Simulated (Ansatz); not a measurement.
The elements of this relaxed trial crystal are hidden behind letters.

```
lattice vectors (Å)
   3.1132    0.0000    0.0000
  -1.5566    2.6961    0.0000
   0.0000    0.0000    6.8876
fractional positions
X 0.0000 0.0000 0.5000
Z 0.0000 0.0000 0.0000
Q 0.3333 0.6667 0.8033
Q 0.3333 0.6667 0.1967
Q 0.6667 0.3333 0.8033
Q 0.6667 0.3333 0.1967
```

The calculation used Ansatz 0.2.0, DFT PBE, scalar-relativistic, plane waves, PAW, and for the lanthanide a 4f-in-core norm-conserving potential. Cutoff 690 eV, Γ-centred 12×12×6 mesh (6-atom cell), Gaussian smearing of 0.10 eV, no spin polarisation.

| Item | Value |
| --- | --- |
| Space group | P6/mmm (No. 191) |
| Conventional cell | a = 3.113 Å, c = 6.888 Å |
| Volume per atom | 9.64 Å³ |
| Density | 5.82 g/cm³ |
| Formation energy | −0.06 eV/atom |
| Gap on the 12×12×6 mesh of the 6-atom cell | 0 eV (a metal) |

Energies are uncorrected and count from the elements' standard states at the same level.

Question: X is a lanthanide, Z is an s-block element of period 2 and Q is a p-block element of period 2. Which elements are they?

Answer: X = Sm, Z = Be, Q = B, so the formula is SmBeB4. Density times volume gives a mean mass of 5.82 × 9.64/1.6605 = 33.8 u per atom, and this set has 33.8 u. Among the elements that the hints allow, noble gases aside, only these give it. Sm is surrounded by 12 B at 2.76 Å and 6 Sm at 3.11 Å; Be has 12 B at 2.25 Å; around B lie 3 B at 1.80 Å, 3 Be at 2.25 Å, 1 B at 2.71 Å and 3 Sm at 2.76 Å.

Symmetry constrained the relaxation, so the result can be a saddle point.

The lanthanide is trivalent by construction, without f bands, f moments or other valences. The reference runs of the other elements, and any phases without the lanthanide, used 420 eV, which shifts energies against them by under 10 meV/atom. The lanthanide's reference is the lowest of its hcp, dhcp and fcc cells.
